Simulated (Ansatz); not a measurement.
YSiPd:
```yaml
crystal:
  lattice:
    - [4.32108, 0.00000, 0.00000]
    - [0.00000, 14.00078, 0.00000]
    - [0.00000, 0.00000, 7.43562]
  atoms:
    - { symbol: Y, position: [0.50000, 0.74809, 0.21075] }
    - { symbol: Y, position: [0.50000, 0.25191, 0.21075] }
    - { symbol: Y, position: [0.00000, 0.75191, 0.78925] }
    - { symbol: Y, position: [0.00000, 0.24809, 0.78925] }
    - { symbol: Y, position: [0.50000, 0.00000, 0.29213] }
    - { symbol: Y, position: [0.00000, 0.50000, 0.70787] }
    - { symbol: Y, position: [0.50000, 0.50000, 0.30090] }
    - { symbol: Y, position: [0.00000, 0.00000, 0.69910] }
    - { symbol: Si, position: [0.50000, 0.64632, 0.59249] }
    - { symbol: Si, position: [0.50000, 0.35368, 0.59249] }
    - { symbol: Si, position: [0.00000, 0.85368, 0.40751] }
    - { symbol: Si, position: [0.00000, 0.14632, 0.40751] }
    - { symbol: Si, position: [0.50000, 0.09227, 0.90956] }
    - { symbol: Si, position: [0.50000, 0.90773, 0.90956] }
    - { symbol: Si, position: [0.00000, 0.40773, 0.09044] }
    - { symbol: Si, position: [0.00000, 0.59227, 0.09044] }
    - { symbol: Pd, position: [0.50000, 0.60805, 0.92397] }
    - { symbol: Pd, position: [0.50000, 0.39195, 0.92397] }
    - { symbol: Pd, position: [0.00000, 0.89195, 0.07603] }
    - { symbol: Pd, position: [0.00000, 0.10805, 0.07603] }
    - { symbol: Pd, position: [0.50000, 0.15534, 0.58160] }
    - { symbol: Pd, position: [0.50000, 0.84466, 0.58160] }
    - { symbol: Pd, position: [0.00000, 0.34466, 0.41840] }
    - { symbol: Pd, position: [0.00000, 0.65534, 0.41840] }
```

Relaxed with r²SCAN. Special points in fractions of this cell's reciprocal vectors: Γ (0.000, 0.000, 0.000); X (0.500, 0.000, 0.000); S (0.500, 0.500, 0.000); Y (0.000, 0.500, 0.000); Z (0.000, 0.000, 0.500); U (0.500, 0.000, 0.500); R (0.500, 0.500, 0.500); T (0.000, 0.500, 0.500).

**Question.** List the band energies nearest the Fermi level at these points for r²SCAN in the plane-wave PAW code Ansatz.

**Answer.** In eV from the Fermi level; about four levels below and three above (degenerate sets whole), none deeper than 8.9 eV; points with the same levels are listed once.

```
k                    below                          above
-  -----------------------  -----------------------------
Γ  -1.06 -1.02 -0.59 -0.42                 0.38 0.40 0.52
X  -0.97 -0.97 -0.10 -0.10  0.37 0.37 0.93 0.93 0.93 0.93
S  -0.91 -0.91 -0.27 -0.27            0.30 0.30 1.14 1.14
Y  -0.62 -0.62 -0.21 -0.21            0.14 0.14 0.53 0.53
Z  -0.56 -0.39 -0.38 -0.01                 0.19 0.20 0.61
U  -0.95 -0.95 -0.12 -0.12            0.32 0.32 0.69 0.69
R  -0.75 -0.75 -0.39 -0.39            0.25 0.25 0.77 0.77
T  -0.73 -0.73 -0.31 -0.31            0.16 0.16 0.42 0.42
```

Space group Pmmn. The workflow started from a Materials Project entry (that database holds measured and hypothetical structures alike); the Crystallography Open Database copy checked does not list it. With Si and Pd taken as one species the cell has the higher symmetry Imma, so it may be an ordered model of a mixed-site phase. Whether it is the stable phase at ambient conditions was not checked. Symmetry was held in the r²SCAN relaxation; whether a distortion lowers the energy is not shown. The run is not spin-polarised. Spin–orbit coupling is left out wherever it is not named.

Potentials: the later of the program's two PAW sets.
